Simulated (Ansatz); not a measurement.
Starting cell, ZnCu (CsCl type):

```yaml
crystal:
  lattice:
    - [5.92765, 0.00000, 0.00000]
    - [0.00000, 2.96382, 0.00000]
    - [0.00000, 0.00000, 2.96382]
  atoms:
    - { symbol: Zn, position: [0.00000, 0.00000, 0.00000] }
    - { symbol: Zn, position: [0.50000, 0.00000, 0.00000] }
    - { symbol: Cu, position: [0.25000, 0.50000, 0.50000] }
    - { symbol: Cu, position: [0.75000, 0.50000, 0.50000] }
```

In this cell atom 3 (Cu, nearest neighbour Zn at 2.567 Å; its periodic images, 3.0 Å or more away, move with it) is moved by u·(1.000, 0.000, 0.000) + v·(0.000, 0.000, 1.000); the rest is frozen.

Method: PBE (plane waves to 420 eV, PAW, scalar-relativistic; Ansatz, a quantum-chemistry and plane-wave program). k mesh 7×13×13 (Γ-centred), Fermi-Dirac smearing 0.05 eV. The energy includes the smearing's −TS. Points where atoms come too close for the PAW data are left out (x in tables, blank in figures). With partly filled bands, energies and forces of such displacements shift with the k mesh and the smearing. ZnCu is run without spin polarisation. ZnCu was relaxed with its symmetry unable to fall. ΔE is measured from the undisplaced structure. Axes are in Å.

```csv
ΔE (meV/cell),u = -0.850,u = -0.425,u = 0.000,u = 0.425,u = 0.850
v = -0.850,x,3016,1446,3016,x
v = -0.425,3518,?,396,?,3518
v = 0.000,2081,448,0,448,2081
v = 0.425,3518,?,396,?,3518
v = 0.850,x,3016,1446,3016,x
```

Task: Some entries are withheld; supply them.

Result: 
- v = -0.425, u = -0.425: 1141
- v = -0.425, u = 0.425: 1141
- v = 0.425, u = -0.425: 1141
- v = 0.425, u = 0.425: 1141

(A displaced cell: forces are minus the slopes of the energy, force constants its curvatures, and phonons follow from these.)
